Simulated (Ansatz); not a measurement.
MnGe$_{2}$ (MoSi2 or CaC2 type, I4/mmm) under volume change, plane-wave PAW PBE (Ansatz code), shape and atoms relaxed at each volume.

| V (Å³/atom) | E − E(relaxed) (meV/atom) | P (GPa) |
|---|---|---|
| 13.323 | [?] | [?] |
| 13.762 | 14.1 | 5.50 |
| 14.201 | 3.4 | 2.38 |
| 14.641 | 0.0 | 0.19 |
| 15.080 | 2.6 | -2.01 |
| 15.519 | 10.6 | -3.75 |
| 15.958 | [?] | [?] |

What belongs in the gaps?


- 13.323, E − E(relaxed) (meV/atom): 34.4
- 13.323, P (GPa): 9.48
- 15.958, E − E(relaxed) (meV/atom): 22.9
- 15.958, P (GPa): -5.18

What does a third-order Birch–Murnaghan fit give for V₀, B₀ and B′?

V₀ = 14.64 Å³/atom, B₀ = 76.0 GPa, B′ = 5.7.

The cell is a constructed one: a structure type filled with these elements; neither database checked (COD, Materials Project) lists it. Its standing as an ambient phase is unchecked. The cell keeps a stress of up to 0.3 GPa. Symmetry was held in the PBE relaxation, as lowered by the spin order; whether a distortion lowers the energy is not shown. The final state is antiferromagnetic, chosen from 4 collinear starts compared on coarse meshes (ties went to the first, and starts can fall back to one state), not a proven ground state. Spin–orbit coupling is left out wherever it is not named.

Potentials: the later of the program's two PAW sets.
